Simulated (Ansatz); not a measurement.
P:
Space group Fd-3m, origin choice 1 (No. 227); a = 5.381 Å, b = 5.381 Å, c = 5.381 Å, α = 90.00°, β = 90.00°, γ = 90.00°

| atom | site | symmetry | x | y | z |
|---|---|---|---|---|---|
| P | 8b | -43m | 0.5000 | 0.5000 | 0.5000 |
(The calculation used a cell of 2 atoms; values per cell refer to that cell.)

Relaxed with PBEsol.

Question: Decompose the optical modes at the zone centre into irreducible representations, and say which are infrared and Raman allowed.

Answer: Point group m-3m: Γ_opt = T2g. Infrared: none. Raman: T2g.

Question: Assign frequencies (DFPT, the program Ansatz at the PBEsol level (PAW)).

Answer: T2g 224 cm⁻¹.

The start of the workflow was typed in or built on a structure type; neither database checked (COD, Materials Project) lists it. It is not the phase usual at ambient conditions (space group No. 64). Symmetry was held in the PBEsol relaxation. At this level the phase is mechanically unstable. As this level gives no gap, phonon frequencies hold no LO–TO term and depend on the k-mesh and smearing (Fermi–Dirac, 0.1 eV here).

Potentials: the earlier of the program's two PAW sets. The files were generated under PBE; for other functionals the program regenerates the frozen cores, and for LDA and PBEsol the local potential too.
